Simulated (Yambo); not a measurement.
Yambo run on TiO$_{2}$ (space group Imma, No. 74). The wavefunctions are LDA (pw.x of Quantum ESPRESSO, ONCV potentials, without SOC) ones on a 2×2×2 mesh (48 occupied bands); a = b = c = 5.518 Å, α = 114.80°, β = γ = 106.87°.

Yambo input:

```
rim_cut
gw0
dyson
el_el_corr
HF_and_locXC
cohsex
em1s
RandQpts= 1000000
RandGvec= 1 Ry
EXXRLvcs= 84 Ry
VXCRLvcs= 336 Ry
Chimod= "HARTREE"
% BndsRnXs
 5 | 210 |
%
NGsBlkXs= 7 Ry
% LongDrXs
 1.0 | 1.0 | 1.0 |
%
ExtendOut
% QPkrange
 1 | 1 | 48 | 49 |
%
```

k points by index: 1 = Γ.

The o-*.qp file then holds:

```
#    K-point    Band    Eo [eV]    E [eV]    E-Eo [eV]    Vxc [eV]    Vnlxc [eV]    Sc|Eo [eV]    Re(Z)    Im(Z)
#
    1    48    0.000000    -1.651451    -1.651451    -20.11344    -24.88180    3.116908    1.000000    0.000000
    1    49    1.779474    2.001692    0.222219    -20.04800    -11.96987    -7.855913    1.000000    0.000000
```
(The two width columns are left out.) Convergence of these settings isn't established.

Geometry of the Materials Project entry, not relaxed at this level.

This is not the ordinary phase of the substance; no match was found in the copy of COD used, and its stability was not checked.
